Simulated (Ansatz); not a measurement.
HfB$_{2}$:
```xyz
3
Lattice="3.1450 0.0000 0.0000 -1.5725 2.7236 0.0000 0.0000 0.0000 3.4875" Properties=species:S:1:pos:R:3 pbc="T T T"
Hf     0.0000     0.0000     0.0000
B      0.0000     1.8158     1.7437
B      1.5725     0.9079     1.7437
```

Relaxed with PBE. Special points in fractions of this cell's reciprocal vectors: Γ (0.000, 0.000, 0.000); M (0.500, 0.000, 0.000); K (0.333, 0.333, 0.000); A (0.000, 0.000, 0.500); L (0.500, 0.000, 0.500); H (0.333, 0.333, 0.500).

List the band energies nearest the Fermi level at these points for the program Ansatz at the PBE level (PAW).

In eV from the Fermi level; about four levels below and three above (degenerate sets whole), none deeper than 8.9 eV; points with the same levels are listed once.

```tsv
k	below	above
Γ	-3.04 -2.94 -2.94 -2.79	3.93 3.93 4.56 4.56
M	-4.17 -3.43 -2.90	2.10 2.65 5.46
K	-8.29 -8.29 -7.76 -2.62 -2.62	1.68 1.68 3.38
A	-8.39 -1.20 -1.20	0.26 0.26 0.93 0.93
L	-7.50 -5.00 -4.74 -2.73	3.96 4.06 6.14
H	-5.54 -3.21 -3.21	4.36 5.34 6.81 6.81
```

Space group P6/mmm. Symmetry was held in the PBE relaxation. No spin polarisation was allowed. Scalar-relativistic: spin–orbit coupling is off unless named, which matters more the heavier the elements.

Potentials: the later of the program's two PAW sets.
